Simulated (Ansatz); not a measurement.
Method: PBE, no spin polarisation; PAW, plane waves to 420 eV, 6×6×4 Γ-centred mesh, fermi-dirac occupations (width 0.1 eV) (Ansatz 0.2.0), atoms fixed.

Computed maps in the lattice plane spanned by b (left to right, 6.24 Å, 19 points from zero) and c (bottom to top, 8.77 Å, 26 points from zero), 79° apart, at height 0.687 along a. The fields are smooth PAW ones with compensation charges, not the true ones near nuclei.

Valence density. Digits on a logarithmic scale: 0 up to 0.03 e/Å³, each further digit a factor of 1.6, 9 from 1.3 e/Å³ up:
```
1233444432113799951
1234555543211356531
2344556543211112212
3445566544211001123
5555555543211001234
6777665443210001245
7999765432110002346
9999975432100002356
8999985432111111346
7999975431234421245
6799865422369852234
4566654322489984223
3444443211379984112
1233332110146763101
1111111000012331000
0011100000000111000
1111100000000001111
1233200000000001111
1234310000000001111
1123210000000001111
1111100000000000111
0000000000000111000
0000000000001443200
0011111100014899520
0112222211025999941
1123333321115999951
```

ELF. Ten even steps from '0' (0.00) to '9' (0.76):
```
0368999998400687720
1467778999820045300
3456666799851000001
6666655689863100135
7667766678753113688
5444676666642125898
4212456654421126996
3000246643100026996
4000146641000003896
5200146850012100597
6533458840067730179
8765689940177771037
6888999840068872014
3568888730026750001
1123565421000000011
0000012211000000111
0000000111110112331
0000000001111122331
0001000000111122332
0000000000111112232
1000000000000001122
1100000000000000012
1111222210000121000
1234555531002787300
0246888763005856820
0368999986103844840
```

Q: The cell is Na3Sb2. Which atoms lie within 0.2 Å of this plane, and where (fractions of b and c)?

A: Sb at (0.12, 0.66), Na at (0.76, 0.01). The whole cell:
```xyz
10
Lattice="4.3583 4.4633 0.0000 4.3583 -4.4633 0.0000 2.3021 0.0000 -8.4672" Properties=species:S:1:pos:R:3 pbc="T T T"
Sb    7.1242    2.5184   -7.1090
Sb    5.0455    2.5184   -5.5917
Sb    3.8945   -2.5184   -1.3581
Sb    5.9731   -2.5184   -2.8755
Na    7.3892    0.4237   -4.3592
Na    4.7805    0.4237   -8.3415
Na    3.6294   -0.4237   -4.1079
Na    6.2382   -0.4237   -0.1257
Na    6.0849   -3.0294   -6.3504
Na    4.9338    3.0294   -2.1168
```

Origin: a known structure type with other elements, at an estimated volume, so it need not be a known compound. Caveats: atoms or cell far from equilibrium.
